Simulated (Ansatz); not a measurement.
LiPb (CsCl type, space group No. 221) under volume change, plane-wave PAW LDA (Ansatz code), scaled uniformly.

```
V (Å³/atom)  E − E(relaxed) (meV/atom)  P (GPa)
-----------  -------------------------  -------
18.918                            25.0     4.64
19.541                            10.5     2.85
20.165                             ___      ___
20.789                             0.0     0.00
21.412                             2.2    -1.12
22.036                             ___      ___
22.660                            18.2    -2.88
```

### Question
Some entries are withheld; supply them.

### Answer

- 20.165, E − E(relaxed) (meV/atom): 2.5
- 20.165, P (GPa): 1.31
- 22.036, E − E(relaxed) (meV/atom): 8.5
- 22.036, P (GPa): -2.07

### Question
What does a third-order Birch–Murnaghan fit give for V₀, B₀ and B′?

### Answer
V₀ = 20.79 Å³/atom, B₀ = 40.2 GPa, B′ = 4.3.

Space group Pm-3m (CsCl type). The workflow started from an entry of the Crystallography Open Database (COD), which files this formula under 2 space groups. Its standing as an ambient phase is unchecked. The cell was relaxed with LDA under the symmetry of its start; of distortions, only those at the zone centre were tested. Spin–orbit coupling is left out wherever it is not named.

Potentials: the later of the program's two PAW sets.
